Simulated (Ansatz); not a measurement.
Question: TaN (rock salt, Fm-3m) is relaxed with the program Ansatz at the PBE level (PAW). What lattice parameters of the conventional cell result?

Answer: a = 4.417 Å.

Question: Is it a metal or does it have a gap at this level?

Answer: No gap at this level.

Symmetry was held in the PBE relaxation. No spin polarisation was allowed. Scalar-relativistic: spin–orbit coupling is off unless named, which matters more the heavier the elements.

Potentials: the later of the program's two PAW sets.
